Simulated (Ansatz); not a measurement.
A free-standing 1T monolayer of RuF2 was relaxed with 5 functionals in the PAW code Ansatz, cell and atoms free, the symmetry of the start kept (meshes: PBE 12×12×1, r2SCAN 12×12×1, PBEsol 12×12×1, LDA 12×12×1, HSE06 6×6×1). Computed, not measured; no magnetism was allowed, and whether the structure is a known phase isn't checked.

The PBEsol result:
```
CELL_PARAMETERS angstrom
3.20591 0.00000 0.00000
-1.60295 2.77640 0.00000
0.00000 0.00000 28.41758
ATOMIC_POSITIONS crystal
Ru 0.00000 0.00000 0.31671
F 0.33333 0.66667 0.35097
F 0.66667 0.33333 0.28244
```
Two periodic directions, a and b.

In-plane lattice: a = 3.206 Å, b = 3.206 Å, γ = 120.0°; thickness between the outer nuclei 1.95 Å. Ru has 6 F at 2.09 Å; F has 3 Ru at 2.09 Å.

(1) What lattice does HSE06 give?

(2) How does the cell change with PBE?

(3) Held at the r2SCAN cell, what mean stress do LDA and PBE find, and does its sign point to their own minimum?

Answers

(1) a = 3.230 Å; the area differs by +1.5 % from PBEsol's. Around Ru lie 6 F at 2.11 Å; around F lie 3 Ru at 2.11 Å.

(2) a = 3.263 Å; the area differs by +3.6 % from PBEsol's. Ru has 6 F at 2.13 Å; F has 3 Ru at 2.13 Å.

(3) Yes. LDA -4.41 N/m, and its relaxed area is -2.9 % from r2SCAN's; PBE +1.59 N/m, and its relaxed area is +2.2 % from r2SCAN's. Compression counts positive, so a positive stress asks for a larger cell.
